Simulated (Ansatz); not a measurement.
# Two-dimensional strain map in CdIn

Computed with DFT PBEsol, scalar-relativistic, plane waves, PAW in Ansatz. The runs took a 420 eV cutoff, a Γ-centred 18×18×8 mesh and Gaussian smearing (0.15 eV). No spin polarisation. Energies are free energies at this smearing, counted from the undisturbed cell; pressure is positive in compression.

Reference structure (as given, not relaxed at this level; it stands at -1.4 GPa, and it needn't be the usual structure):

```
Cd In
1.0
     3.14011    0.00000    0.00000
    -1.57006    2.71942    0.00000
     0.00000    0.00000    5.77185
Cd In
1 1
Direct
  0.00000 0.00000 0.50000
  0.66667 0.33333 0.00000
```

The cell is strained by p along both x and y and by q along z, fractional coordinates fixed. Points are written (p, q).

Energy above the undisturbed cell in meV/atom (a dash: not computed):

| p \ q | -0.080 | -0.040 | 0.000 | 0.080 |
| --- | --- | --- | --- | --- |
| -0.080 | 203.3 | ? | 117.7 | 107.7 |
| 0.000 | -6.1 | – | 0.0 | 45.1 |
| 0.080 | 26.4 | – | ? | 172.9 |

(1) Fill in the withheld energies.

Results:

(1) (-0.080, -0.040): 147.8; (0.080, 0.000): 92.0.